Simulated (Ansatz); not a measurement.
# W: reading a single point

```xyz
1
Lattice="-1.6042 1.6042 1.6042 1.6042 -1.6042 1.6042 1.6042 1.6042 -1.6042" Properties=species:S:1:pos:R:3 pbc="T T T"
W     0.0000    0.0000    0.0000
```

Single point in Ansatz 0.2.0 with PBE, with U_eff = 4.68 eV on W d (all-electron-ortho-atomic projectors), spin-orbit coupling. Cutoff 420 eV, PAW datasets, 8×8×8 (shifted by 0.5, 0.5, 0.5 steps) k mesh, fermi-dirac filling (width 0.1 eV).

The state carries no moments; the state need not be the lowest.

**Electronic structure.** It is a metal, with about 0.52 states/eV a cell as the mean within 0.25 eV of the Fermi level, mostly W d (89 %).
**Stress.** The pressure is 5.1 GPa (compression positive), so with the atoms held at these fractions the cell would first expand.

Origin: a database entry at a rescaled volume. Caveats: started without moments under time reversal, so no moment could form; the k mesh is coarse if the cell is a metal.
